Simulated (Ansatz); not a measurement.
A plane-wave DFT run in Ansatz 0.2.0 (scalar-relativistic PAW potentials unless the input names others): input and command.

```yaml
crystal:
  lattice:
    - [3.1543602768, 0.0, 0.0]
    - [0.0, 3.1543602768, 0.0]
    - [0.0, 0.0, 25.3087205537]
  atoms:
    - { symbol: W, position: [0.5, 0.5, 0.3358526158] }
    - { symbol: W, position: [0.0, 0.0, 0.3981702717] }
    - { symbol: W, position: [0.5, 0.5, 0.4591284181] }
    - { symbol: W, position: [0.0, 0.0, 0.5233039978] }
    - { symbol: W, position: [0.5, 0.5, 0.5784891153] }
    - { symbol: F, position: [0.5, 0.5, 0.7306858379] }
basis:
  xc_grid: 3
kpoints:
  mp_grid: { grid: [9, 9, 1] }
hamiltonian:
  xc: revpbe
scf:
  occupations: { method: gaussian, width: 0.1 }
output:
  forces: true
  eigenvalues: true
  stress: true
efield:
  axis: 3
  dipole_correction: true
  ramp_width: 0.04
```

```bash
ansatz run input.yaml --threads 2 --pin off --max-ram 5120MiB --backend cpu --events-out ev --progress --plain --runs-dir out
```

Abridged log:
```
Pseudopotentials: kind: paw
Pseudopotential: W, paw, valence charge 14, recommended cutoff 420 eV (normal)
Pseudopotential: F, paw, valence charge 7, recommended cutoff 420 eV (normal)
Functional definition: revPBE
Crystal: 6 atoms, lattice volume = 251.821 Å³
Basis set: ecut = 420 eV, 4957 PW (Γ), exchange–correlation on 72×72×540 points (27 copies of the dense FFT grid, shifted against one another)
Bands: 47, of which v1, the nominal top of the filled ones, is band 39 counted from 1 (38 counted from 0)
Symmetry: 8 space group operations
Space group: P4mm (ITA 99), of the structure as read, at distance tolerance 6.3e-5 Å
k-points: 15 of 81
Initial density: superposition of atomic densities (neutral atoms: chi_scale 0, normalization atom), corrected by the library's trained network
Initial wavefunctions: pseudopotential atomic-orbital guess
Functional: x = revpbe(κ = 1.245, μ = 0.21951497), c = pbe(β = 0.06672455)
SCF iter   1: F=—  HF=-52772.244849 eV  |F-HF|=—  |Δ(HF+E_count)|=         —  Δρ=4.42e-2  dr2=1.82e1  ethr=1.77e-3  p=-0.289 e·Å  D=-2.07e-1 V/Å  ΔV_dip=5.25 eV  dr2_dipole=5.88e0  V_vac-E_F(+/−)=9.55/4.30 eV  ⟨swp⟩=8.9  Hψ=3576  notcnv=0
efield: sawtooth ramp at fractional position 0.0133 (placed from the atoms, in the widest stretch of the axis that holds none; the zero of the levels goes with the place), width 0.0400; the density the first Hamiltonian is built on has a dipole p = -0.289 e·Å; the dipole correction subtracts the counter field D = -2.07e-1 V/Å, which shifts the + side's vacuum level by +5.25 eV against the − side's; the planar-averaged density in the ramp window peaks in size at 4.1e-5 e/Å³
SCF iter   2: F=—  HF=-52963.144419 eV  |F-HF|=—  |Δ(HF+E_count)|=    1.91e2  Δρ=3.87e-1  dr2=2.25e3  ethr=1.77e-3  p=-1.945 e·Å  D=-1.40e0 V/Å  ΔV_dip=35.37 eV  dr2_dipole=1.27e3  V_vac-E_F(+/−)=37.90/2.53 eV  ⟨swp⟩=8.5  Hψ=2146  notcnv=0  defer=28  recentre
SCF iter   3: F=—  HF=-52773.866838 eV  |F-HF|=—  |Δ(HF+E_count)|=    1.89e2  Δρ=1.90e-1  dr2=5.32e2  ethr=1.77e-3  p=-0.425 e·Å  D=-3.05e-1 V/Å  ΔV_dip=7.73 eV  dr2_dipole=2.89e2  V_vac-E_F(+/−)=11.08/3.35 eV  ⟨swp⟩=4.2  Hψ=1499  notcnv=0  defer=32
SCF iter   4: F=—  HF=-52781.360001 eV  |F-HF|=—  |Δ(HF+E_count)|=    7.49e0  Δρ=2.52e-1  dr2=1.01e3  ethr=1.77e-3  p=-0.505 e·Å  D=-3.63e-1 V/Å  ΔV_dip=9.19 eV  dr2_dipole=5.67e2  V_vac-E_F(+/−)=12.24/3.05 eV  ⟨swp⟩=3.8  Hψ=1074  notcnv=0  defer=19
SCF iter   5: F=—  HF=-52771.338200 eV  |F-HF|=—  |Δ(HF+E_count)|=    1.00e1  Δρ=3.65e-2  dr2=1.75e1  ethr=1.77e-3  p=-0.331 e·Å  D=-2.37e-1 V/Å  ΔV_dip=6.01 eV  dr2_dipole=8.72e0  V_vac-E_F(+/−)=10.32/4.31 eV  ⟨swp⟩=4.4  Hψ=1677  notcnv=0  defer=21
SCF iter   6: F=—  HF=-52773.126965 eV  |F-HF|=—  |Δ(HF+E_count)|=    1.79e0  Δρ=1.66e-1  dr2=3.85e2  ethr=1.77e-3  p=-0.411 e·Å  D=-2.95e-1 V/Å  ΔV_dip=7.47 eV  dr2_dipole=2.07e2  V_vac-E_F(+/−)=10.98/3.50 eV  ⟨swp⟩=3.0  Hψ=958  notcnv=0  defer=22  recentre
SCF iter   7: F=—  HF=-52771.841133 eV  |F-HF|=—  |Δ(HF+E_count)|=    1.29e0  Δρ=1.08e-1  dr2=1.48e2  ethr=1.77e-3  p=-0.386 e·Å  D=-2.78e-1 V/Å  ΔV_dip=7.03 eV  dr2_dipole=7.91e1  V_vac-E_F(+/−)=10.86/3.84 eV  ⟨swp⟩=1.5  Hψ=834  notcnv=0  defer=17
SCF iter   8: F=—  HF=-52772.830330 eV  |F-HF|=—  |Δ(HF+E_count)|=   9.89e-1  Δρ=4.38e-2  dr2=2.29e1  ethr=1.77e-3  p=-0.239 e·Å  D=-1.72e-1 V/Å  ΔV_dip=4.35 eV  dr2_dipole=1.21e1  V_vac-E_F(+/−)=8.65/4.30 eV  ⟨swp⟩=3.4  Hψ=1190  notcnv=0  defer=20
   ...
SCF iter  32: F=—  HF=-52771.035628 eV  |F-HF|=—  |Δ(HF+E_count)|=   2.77e-3  Δρ=2.32e-3  dr2=1.92e-2  ethr=4.12e-5  p=-0.374 e·Å  D=-2.69e-1 V/Å  ΔV_dip=6.80 eV  dr2_dipole=9.58e-3  V_vac-E_F(+/−)=10.92/4.12 eV  ⟨swp⟩=2.0  Hψ=956  notcnv=0  defer=13
SCF iter  33: F=—  HF=-52771.036188 eV  |F-HF|=—  |Δ(HF+E_count)|=   5.60e-4  Δρ=2.04e-3  dr2=1.33e-2  ethr=2.49e-5  p=-0.373 e·Å  D=-2.68e-1 V/Å  ΔV_dip=6.78 eV  dr2_dipole=6.98e-3  V_vac-E_F(+/−)=10.91/4.13 eV  ⟨swp⟩=1.6  Hψ=883  notcnv=0  defer=13
SCF iter  34: F=—  HF=-52771.035701 eV  |F-HF|=—  |Δ(HF+E_count)|=   4.88e-4  Δρ=8.40e-4  dr2=7.79e-4  ethr=1.73e-5  p=-0.374 e·Å  D=-2.69e-1 V/Å  ΔV_dip=6.81 eV  dr2_dipole=2.58e-4  V_vac-E_F(+/−)=10.93/4.13 eV  ⟨swp⟩=1.3  Hψ=715  notcnv=0  defer=13
SCF iter  35: F=—  HF=-52771.035633 eV  |F-HF|=—  |Δ(HF+E_count)|=   6.71e-5  Δρ=1.46e-4  dr2=1.99e-4  ethr=1.01e-6  p=-0.375 e·Å  D=-2.70e-1 V/Å  ΔV_dip=6.82 eV  dr2_dipole=1.04e-4  V_vac-E_F(+/−)=10.96/4.13 eV  ⟨swp⟩=2.4  Hψ=986  notcnv=0  defer=13
SCF iter  36: F=—  HF=-52771.035642 eV  |F-HF|=—  |Δ(HF+E_count)|=   8.34e-6  Δρ=1.70e-4  dr2=2.25e-4  ethr=2.59e-7  p=-0.375 e·Å  D=-2.70e-1 V/Å  ΔV_dip=6.83 eV  dr2_dipole=1.19e-4  V_vac-E_F(+/−)=10.96/4.14 eV  ⟨swp⟩=1.2  Hψ=696  notcnv=0  defer=13
SCF iter  37: F=—  HF=-52771.035634 eV  |F-HF|=—  |Δ(HF+E_count)|=   8.23e-6  Δρ=7.78e-5  dr2=4.04e-5  ethr=2.59e-7  p=-0.375 e·Å  D=-2.70e-1 V/Å  ΔV_dip=6.83 eV  dr2_dipole=2.26e-5  V_vac-E_F(+/−)=10.96/4.14 eV  ⟨swp⟩=1.1  Hψ=684  notcnv=0  defer=13
SCF iter  38: F=—  HF=-52771.035685 eV  |F-HF|=—  |Δ(HF+E_count)|=   5.18e-5  Δρ=3.00e-6  dr2=1.42e-7  ethr=5.25e-8  p=-0.375 e·Å  D=-2.70e-1 V/Å  ΔV_dip=6.83 eV  dr2_dipole=1.10e-7  V_vac-E_F(+/−)=10.97/4.14 eV  ⟨swp⟩=2.1  Hψ=810  notcnv=0  defer=13
SCF iter  39: F=-52771.035685 eV  HF=-52771.035685 eV  |F-HF|=1.07e-8  |Δ(HF+E_count)|=   5.51e-8  Δρ=1.69e-6  dr2=2.93e-8  ethr=1.30e-10  p=-0.375 e·Å  D=-2.70e-1 V/Å  ΔV_dip=6.83 eV  dr2_dipole=1.71e-8  V_vac-E_F(+/−)=10.97/4.14 eV  ⟨swp⟩=17.8  Hψ=3682  notcnv=0
SCF 1 converged in 39 iterations: F = -52771.035685 eV  dr2 = 2.93e-8
SCF converged after 39 iterations
Free energy (F): -52771.035685 eV
Harris-Foulkes:  -52771.035685 eV  (|F-HF|=1.07e-8)
Internal energy: -52770.960178 eV  (E = F + TS)
E sigma→0 (E₀):  -52770.997932 eV
Entropy (-TS):   -0.075508 eV (-12.585 meV/atom)
Fermi energy:    2.326457 eV
Dipole field:    D = -0.269577 V/Å  (p = -0.375157 e·Å, saw-weighted, corrected)
Work function:   Φ+ = 10.9641 eV   Φ− = 4.1414 eV
Levels:          The Fermi level and band energies are counted from a zero that moves with the ramp; work functions are not
--- Forces (eV/Å), atoms counted from 1 ---
  atom   1  W      0.00000000     0.00000000     0.78578847
  atom   2  W      0.00000000     0.00000000    -1.51019110
  atom   3  W      0.00000000     0.00000000    -0.00084140
  atom   4  W      0.00000000     0.00000000    -0.12189003
  atom   5  W      0.00000000     0.00000000     1.46650601
  atom   6  F      0.00000000     0.00000000    -0.61936400
--- Stress (GPa, compression-positive) ---
       -0.617727       0.000000       0.000000
        0.000000      -0.617727       0.000000
        0.000000       0.000000      -0.093315
  P = ⅓ Tr σ = -0.4429 GPa (-4.429 kbar)
```

Apart from outputs and empty bands, the input differs from a reference run on usual settings in hamiltonian.xc: "pbesol" → "revpbe"; basis.xc_grid: not typed → 3; basis.ecutwfc: 420 → not typed. The reference, at the same geometry (not necessarily relaxed), gave pressure -3.82 GPa (averaged over a cell that holds vacuum), largest force 1.447 eV/Å, no gap on the mesh. This run converged in 39 SCF iterations (reference: 25) with a total energy on another zero, pressure -0.44 GPa (averaged over a cell that holds vacuum), largest force 1.510 eV/Å, no gap on the mesh.

Time: 8.2 s on 2 threads of AMD EPYC 9R45 96-Core Processor (Zen 5), on a shared host, peak memory 0.64 GiB.